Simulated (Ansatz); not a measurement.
TaAs (NbAs type, space group I4_1md)

```
TaAs
1.0
   -1.73153     1.73153     5.86650
    1.73153    -1.73153     5.86650
    1.73153     1.73153    -5.86650
Ta As
2 2
Cartesian
  0.00000   0.00000  11.72265
  0.00000   1.73153   2.92290
  0.00000   0.00000   4.89128
  1.73153   0.00000   1.95803
```

This relaxed cell (volume V₀) is scaled evenly in all directions, its shape held. The atoms relax within the cell's symmetry.

The numbers are results of PBE (plane waves to 420 eV, PAW, scalar-relativistic; Ansatz, an electronic-structure program), not measurements. k mesh 19×19×19 (Γ-centred), Fermi-Dirac smearing 0.05 eV. E stands for the smeared free energy. Compression counts positive. With the shape held, the modulus is that of even scaling; a crystal free to change shape is softer. At this level the bands of TaAs touch or barely overlap. Spin-orbit coupling is left out, though Ta is heavy. TaAs is run without spin polarisation. TaAs was relaxed with its symmetry unable to fall. The zero of ΔE is the relaxed starting cell.

```tsv
V/V₀	ΔE (meV/atom)	P (GPa)
0.900	117	23.5
0.917	79	18.6
0.933	49	14.2
0.950	27	10.2
0.967	11	6.5
0.983	3	3.1
1.000	0	0.0
1.017	3	-2.8
1.033	10	-5.4
1.050	22	-7.8
1.067	38	-9.9
1.083	58	-11.9
1.100	82	-13.6
```

What the scan shows:

Pressure at the smallest volume: 23.5 GPa
Energy cost of the largest compression: 117 meV/atom
Energy cost of the largest expansion: 82 meV/atom
Bulk modulus at fixed cell shape B₀ (third-order Birch-Murnaghan fit): 177 GPa
Pressure derivative B₀′ (fit): 4.4
Equilibrium volume of the fit: 17.59 Å³/atom
Pressure for 5 % compression (fit): 10.2 GPa

(Under strain, the slope of the energy per volume gives the stress and its curvature an elastic modulus.)
